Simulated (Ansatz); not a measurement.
# Eigenvalues along a path: Pb (fcc type)

```
CELL_PARAMETERS angstrom
0.00000 2.43979 2.43979
2.43979 0.00000 2.43979
2.43979 2.43979 0.00000
ATOMIC_POSITIONS crystal
Pb 0.00000 0.00000 0.00000
```

The base cell comes from a relaxation on PAW files under the same functional.

Computed with Ansatz 0.2.0; functional LDA, scalar-relativistic. Settings: a Γ-centred 15×15×15 k mesh, Fermi–Dirac smearing of 0.05 eV, no spin polarisation. Methods: LAPW: all electrons, basis error target 1 meV/atom.

Spin–orbit coupling is left out, which matters for the heavy atoms.

Path points, in fractions of the reciprocal vectors: Γ (0.000, 0.000, 0.000), X (0.500, 0.000, 0.500), U (0.625, 0.250, 0.625), K (0.375, 0.375, 0.750), L (0.500, 0.500, 0.500), W (0.500, 0.250, 0.750). The distance column jumps between branches of the path. Levels in eV from the Fermi level; bands 12 to 20, counted from the lowest band of the run. The gap is zero, the pressure -0.01 GPa.

```
# k(1/Å) point b12 b13 b14 b15 b16 b17 b18 b19 b20
0.000 Γ -16.98 -16.98 -16.98 -16.82 -16.82 -12.06 7.70 7.70 7.70
0.184 - -16.99 -16.97 -16.97 -16.83 -16.81 -11.93 6.88 7.11 7.11
0.368 - -17.02 -16.92 -16.92 -16.86 -16.79 -11.52 5.29 5.91 5.91
0.552 - -17.06 -16.91 -16.85 -16.85 -16.76 -10.83 3.45 4.67 4.67
0.736 - -17.10 -16.96 -16.77 -16.77 -16.73 -9.89 1.44 3.59 3.59
0.920 - -17.14 -17.02 -16.70 -16.70 -16.70 -8.72 -0.62 2.77 2.77
1.104 - -17.16 -17.06 -16.68 -16.65 -16.65 -7.46 -2.47 2.26 2.26
1.288 X -17.17 -17.07 -16.68 -16.63 -16.63 -6.71 -3.42 2.08 2.08
1.353 - -17.17 -17.07 -16.68 -16.63 -16.63 -6.71 -3.40 1.91 2.10
1.418 - -17.16 -17.07 -16.68 -16.64 -16.63 -6.70 -3.33 1.46 2.17
1.483 - -17.15 -17.05 -16.69 -16.65 -16.64 -6.69 -3.22 0.90 2.27
1.548 - -17.13 -17.04 -16.70 -16.67 -16.64 -6.69 -3.07 0.29 2.41
1.613 - -17.12 -17.01 -16.72 -16.69 -16.65 -6.70 -2.88 -0.29 2.59
1.678 - -17.10 -16.99 -16.73 -16.72 -16.66 -6.73 -2.65 -0.82 2.81
1.743 U -17.08 -16.95 -16.75 -16.75 -16.68 -6.81 -2.38 -1.27 3.06
2.531 K -17.08 -16.95 -16.75 -16.75 -16.68 -6.81 -2.38 -1.27 3.06
2.727 - -17.04 -16.84 -16.83 -16.79 -16.72 -7.39 -1.90 -1.35 4.01
2.922 - -17.00 -16.91 -16.83 -16.78 -16.76 -8.46 -1.43 -0.03 5.18
3.117 - -16.96 -16.96 -16.85 -16.84 -16.73 -9.65 -0.15 1.54 6.42
3.312 - -16.98 -16.94 -16.89 -16.85 -16.75 -10.68 1.68 3.32 7.44
3.507 - -16.99 -16.94 -16.94 -16.84 -16.79 -11.45 3.89 5.21 7.84
3.702 - -16.99 -16.97 -16.97 -16.83 -16.82 -11.91 6.26 6.95 7.77
3.897 Γ -16.98 -16.98 -16.98 -16.82 -16.82 -12.06 7.70 7.70 7.70
4.056 - -16.98 -16.97 -16.97 -16.82 -16.82 -11.96 6.49 7.58 7.58
4.216 - -16.99 -16.95 -16.95 -16.82 -16.82 -11.65 4.25 7.25 7.25
4.375 - -16.99 -16.94 -16.94 -16.80 -16.80 -11.14 1.94 6.84 6.84
4.534 - -17.00 -16.94 -16.94 -16.76 -16.76 -10.43 -0.23 6.42 6.42
4.694 - -17.01 -16.96 -16.96 -16.71 -16.71 -9.56 -2.16 6.08 6.08
4.853 - -17.02 -16.97 -16.97 -16.68 -16.68 -8.67 -3.70 5.85 5.85
5.012 L -17.02 -16.97 -16.97 -16.67 -16.67 -8.21 -4.38 5.77 5.77
5.142 - -17.02 -16.97 -16.96 -16.68 -16.67 -8.16 -4.30 5.07 5.57
5.272 - -17.00 -16.98 -16.92 -16.71 -16.67 -8.00 -4.06 3.68 4.93
5.403 - -16.98 -16.98 -16.87 -16.75 -16.67 -7.76 -3.67 2.19 3.94
5.533 - -16.99 -16.96 -16.82 -16.80 -16.67 -7.43 -3.14 0.82 2.83
5.663 - -16.99 -16.94 -16.85 -16.78 -16.66 -7.06 -2.50 -0.33 1.73
5.793 - -16.98 -16.92 -16.90 -16.77 -16.64 -6.74 -1.83 -1.13 0.77
5.923 W -16.97 -16.92 -16.92 -16.77 -16.63 -6.60 -1.43 -1.43 0.28
6.015 - -16.98 -16.98 -16.85 -16.76 -16.63 -6.61 -1.93 -0.88 0.34
6.107 - -17.03 -17.00 -16.80 -16.74 -16.63 -6.62 -2.37 -0.29 0.52
6.199 - -17.08 -17.02 -16.74 -16.72 -16.63 -6.65 -2.74 0.33 0.81
6.291 - -17.12 -17.04 -16.71 -16.69 -16.63 -6.67 -3.03 0.94 1.17
6.383 - -17.15 -17.06 -16.69 -16.66 -16.63 -6.69 -3.25 1.50 1.58
6.475 - -17.17 -17.07 -16.68 -16.63 -16.63 -6.70 -3.37 1.92 1.93
6.567 X -17.17 -17.07 -16.68 -16.63 -16.63 -6.71 -3.42 2.08 2.08
```
